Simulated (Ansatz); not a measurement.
Ag2S:
```xyz
6
Lattice="5.6002 0.0000 0.0000 0.0000 5.6002 0.0000 0.0000 0.0000 31.0000" Properties=species:S:1:pos:R:3 pbc="T T F"
Ag     4.2001     1.4000    15.5000
Ag     1.4000     4.2001    15.5000
S      0.0000     2.8001    16.7960
Ag     1.4000     1.4000    15.5000
Ag     4.2001     4.2001    15.5000
S      2.8001     0.0000    14.2040
```
The layer is periodic in x and y and isolated along z.

Relaxed with LDA. Special points in fractions of this cell's reciprocal vectors: M (0.500, 0.500, 0.000); Γ (0.000, 0.000, 0.000); X (0.000, 0.500, 0.000).

List the band energies nearest the valence-band maximum at these points for plane-wave PAW LDA (Ansatz code).

In eV from the valence-band maximum; about four levels below and three above (degenerate sets whole), none deeper than 8.9 eV; points with the same levels are listed once.

```tsv
k	below	above
M	-1.38 -1.38 -1.28 -1.28	2.79 2.79 4.04 4.04
Γ	-1.91 -1.82 0.00 0.00	1.22 2.51 2.70
X	-1.24 -1.24 -0.56 -0.56	2.71 2.71 4.22 4.22
```

Space group P4/nmm. The layer was cut from a bulk entry of the Materials Project (measured or hypothetical); whether that bulk phase is the ambient one, and whether the layer has been isolated, was not checked. The cell was relaxed with LDA under the symmetry of its start; whether a distortion lowers the energy is not shown. The run is not spin-polarised. Spin–orbit coupling is left out wherever it is not named.

Potentials: the later of the program's two PAW sets.
